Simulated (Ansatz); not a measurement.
ZrRh3 (Cu3Au type, Pm-3m) under volume change, DFT-r²SCAN in the program Ansatz with PAW potentials, scaled uniformly.

| V (Å³/atom) | E − E(relaxed) (meV/atom) | P (GPa) |
|---|---|---|
| 13.799 | … | … |
| 14.254 | … | … |
| 14.709 | 10.4 | 7.51 |
| 15.163 | 0.0 | 0.01 |
| 15.618 | 9.2 | -6.31 |
| 16.073 | 34.9 | -11.64 |
| 16.528 | 74.5 | -16.12 |

**Question.** Some entries are withheld; supply them.

**Answer.** 
- 13.799, E − E(relaxed) (meV/atom): 105.1
- 13.799, P (GPa): 26.96
- 14.254, E − E(relaxed) (meV/atom): 44.0
- 14.254, P (GPa): 16.41

**Question.** What does a third-order Birch–Murnaghan fit give for V₀, B₀ and B′?

**Answer.** V₀ = 15.16 Å³/atom, B₀ = 229 GPa, B′ = 4.7.

The workflow started from an entry of the Crystallography Open Database (COD). Whether it is the stable phase at ambient conditions was not checked. Symmetry was held in the r²SCAN relaxation; its stability against distortions is not shown here. No spin polarisation was allowed.

Potentials: the later of the program's two PAW sets.
